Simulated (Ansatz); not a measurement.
The cell is COD entry 4343790, as deposited and not checked against the literature; nothing was relaxed. The listed cell was then made from it by scaling, straining or moving an atom.

YSn$_{3}$: DFT, PBEsol, PAW with Ansatz's default frozen-core files, scalar-relativistic (Ansatz 0.2.0). What sets it apart from a plain run of this crystal: zz strain of -2 %.

Command: `ansatz run input.yaml --threads 1 --pin off --max-ram 4096MiB --backend cpu --events-out ev --progress --plain --runs-dir out` The run took 15 s on 1 thread of Arm Neoverse V1 (shared host), peak memory 0.51 GiB.

```yaml
crystal:
  lattice:
    - [4.666, 0.0, 0.0]
    - [0.0, 4.666, 0.0]
    - [0.0, 0.0, 4.57268]
  atoms:
    - { symbol: "Y", position: [0.0, 0.0, 0.0] }
    - { symbol: Sn, position: [0.0, 0.5, 0.5] }
    - { symbol: Sn, position: [0.5, 0.0, 0.5] }
    - { symbol: Sn, position: [0.5, 0.5, 0.0] }
kpoints:
  mp_grid: { grid: [8, 8, 8] }
scf:
  occupations: { method: fermi_dirac, width: 0.05 }
hamiltonian:
  xc: pbesol
  pseudopotentials: { kind: paw }
output:
  forces: true
  stress: true
  eigenvalues: true
  efg: { contact_densities: true }
```

Output (standing set-up lines are left out):

```
Crystal: 4 atoms, lattice volume = 99.554 Å³
Basis set: ecut = 420 eV, 1919 PW (Γ), exchange–correlation on 64×64×64 points (8 copies of the dense FFT grid, shifted against one another)
Symmetry: 16 space group operations
Space group: P4/mmm (ITA 123), of the structure as read, at distance tolerance 4.6e-5 Å
k-points: 75 of 512
SCF iter   1: F=—  HF=-21646.436181 eV  |F-HF|=—  |Δ(HF+E_count)|=         —  Δρ=3.40e-3  dr2=1.16e-2  ethr=1.77e-3  ⟨swp⟩=6.3  Hψ=10128  notcnv=0
preconditioner: auto → Kerker (q_TF=auto, 2.456 Å⁻¹)  [metal: Δε(μ)=0.044 eV  Ē_g=18.513 eV  σ=0.050 eV  W_gap=0.21  n_scr=26 (ndim 8)  ℏωp=26.6 eV  f_vac=0.000  D(μ)=2.40/eV (n_scr^D=18)]
SCF iter   2: F=—  HF=-21646.433488 eV  |F-HF|=—  |Δ(HF+E_count)|=   2.69e-3  Δρ=1.65e-3  dr2=3.80e-3  ethr=2.19e-5  ⟨swp⟩=2.7  Hψ=4646  notcnv=0  defer=1
SCF iter   3: F=—  HF=-21646.432424 eV  |F-HF|=—  |Δ(HF+E_count)|=   1.06e-3  Δρ=2.44e-4  dr2=1.37e-4  ethr=7.17e-6  ⟨swp⟩=3.0  Hψ=4407  notcnv=0  defer=1
SCF iter   4: F=—  HF=-21646.432395 eV  |F-HF|=—  |Δ(HF+E_count)|=   2.88e-5  Δρ=7.85e-5  dr2=1.14e-5  ethr=2.58e-7  ⟨swp⟩=2.0  Hψ=2890  notcnv=0  defer=1
SCF iter   5: F=—  HF=-21646.432387 eV  |F-HF|=—  |Δ(HF+E_count)|=   7.66e-6  Δρ=1.85e-5  dr2=4.96e-7  ethr=2.14e-8  ⟨swp⟩=2.0  Hψ=2933  notcnv=0  defer=1
SCF iter   6: F=-21646.432387 eV  HF=-21646.432387 eV  |F-HF|=9.57e-9  |Δ(HF+E_count)|=   7.34e-8  Δρ=4.08e-6  dr2=1.90e-8  ethr=1.89e-10  ⟨swp⟩=7.4  Hψ=10077  notcnv=0
SCF 1 converged in 6 iterations: F = -21646.432387 eV  dr2 = 1.90e-8
  greatest PAW one-centre occupation: 0.992 electrons in one spin orbital (limit 2), on the Y atom at site 0 (counted from 0), in its partial waves of l = 0
SCF converged after 6 iterations
Free energy (F): -21646.432387 eV
Harris-Foulkes:  -21646.432387 eV  (|F-HF|=9.57e-9)
Internal energy: -21646.412719 eV  (E = F + TS)
E sigma→0 (E₀):  -21646.422553 eV
Entropy (-TS):   -0.019668 eV (-4.917 meV/atom)
Fermi energy:    12.519300 eV
--- Per-component energies (eV) ---
  E_band       = -272.132909
  E_kinetic    = 870.570387
  E_local      = -2851.508246  (includes V_loc(G=0)·N_el)
  E_nonlocal   = -40.279941
  E_hartree    = 1680.214265
  E_xc         = -1312.839400
  E_vxc        = -493.391281  (∫ρ·V_xc dr)
  E_paw        = -14968.238653  (= ΣΔE_a)
  E_vpaw       = -1117.954248  (= ΣTr[D̂ρ^β])
  E_aug_tail   = 0.000002  (compensation charges beyond the density's cutoff)
  E_ewald      = -5025.334424
  E_core_change = 1.003292  (= ΣΔE_core)
  E_smearing   = -0.019668  (= −TS)
  E_closure    = 0.000000  (closes the sum)
  Σ components = -21646.432387   (vs F -21646.432387, Δ=0.00e0)
--- Forces (eV/Å), atoms counted from 1 ---
  atom   1  Y      0.00000000     0.00000000     0.00000000
  atom   2  Sn     0.00000000     0.00000000     0.00000000
  atom   3  Sn     0.00000000     0.00000000     0.00000000
  atom   4  Sn     0.00000000     0.00000000     0.00000000
  max |Σ_I F_I| component: 4.10e-29 eV/Å
--- Stress (GPa, compression-positive) ---
        0.379431       0.000000       0.000000
        0.000000       0.379431       0.000000
        0.000000       0.000000       0.585337
  P = ⅓ Tr σ = 0.4481 GPa (4.481 kbar)
--- PAW observables at the nuclei: V_zz in 10²¹ V/m², potentials from the cell's mean, atoms counted from 1 ---
  atom   1  Y  V_zz =    -0.328587   η = 0.0000   by run symmetry: allowed
            electrostatic potential = -5718.368204 V   contact ρ = 443145.397521 e/Å³
  atom   2  Sn V_zz =   +15.029030   η = 0.0326   by run symmetry: allowed
            electrostatic potential = -8176.143850 V   contact ρ = 1234619.746673 e/Å³
  atom   3  Sn V_zz =   +15.029030   η = 0.0326   by run symmetry: allowed
            electrostatic potential = -8176.143850 V   contact ρ = 1234619.746673 e/Å³
  atom   4  Sn V_zz =   +13.103930   η = 0.0000   by run symmetry: allowed
            electrostatic potential = -8176.116946 V   contact ρ = 1234619.226552 e/Å³
--- Band table (eV; the first three rows and the last of 75) ---
  k-point 0: bands = ["-30.5835", "-10.6377", "-10.6377", "-10.6303", "-9.0891", "-9.0891", "-9.0780", "-9.0685", "-8.9561", "-8.9346", "-8.9045", "-8.8869", "-8.8869", "-8.8840", "-8.8822", "-8.7758", "-8.7758", "-8.7757", "-8.7639", "1.3795", "7.1016", "7.3257", "9.2452", "9.2452", "9.4372", "13.7192", "13.7905", "13.7905", "13.8099", "14.3821", "14.3821", "14.4084"]
  k-point 1: bands = ["-30.5834", "-10.6410", "-10.6410", "-10.6391", "-9.0773", "-9.0773", "-9.0689", "-9.0664", "-8.9499", "-8.9324", "-8.9066", "-8.8892", "-8.8828", "-8.8828", "-8.8820", "-8.7879", "-8.7879", "-8.7756", "-8.7691", "1.5014", "6.6898", "7.1878", "9.2954", "9.2954", "9.9313", "13.0125", "13.1404", "13.1404", "13.7410", "14.1498", "14.6202", "15.2432"]
  k-point 2: bands = ["-30.5830", "-10.6601", "-10.6489", "-10.6489", "-9.0613", "-9.0441", "-9.0441", "-9.0440", "-8.9330", "-8.9277", "-8.9116", "-8.9042", "-8.8815", "-8.8735", "-8.8735", "-8.8217", "-8.8217", "-8.7835", "-8.7756", "1.8598", "5.5548", "7.4320", "9.4188", "9.4188", "10.7792", "11.7047", "12.5298", "12.5298", "13.7955", "14.4510", "15.3090", "15.8509"]
  k-point 74: bands = ["-30.5814", "-10.6587", "-10.6587", "-10.6582", "-9.0204", "-9.0204", "-9.0116", "-8.9904", "-8.9833", "-8.9695", "-8.9695", "-8.9081", "-8.8952", "-8.8952", "-8.8699", "-8.8610", "-8.7810", "-8.7780", "-8.7780", "5.1497", "5.1497", "5.1644", "7.2655", "8.6746", "8.6746", "8.7661", "13.2281", "14.8543", "14.9750", "15.7185", "15.8262", "15.8262"]
```

Spin polarisation is left out, and whether a magnetic state lies lower isn't shown here.
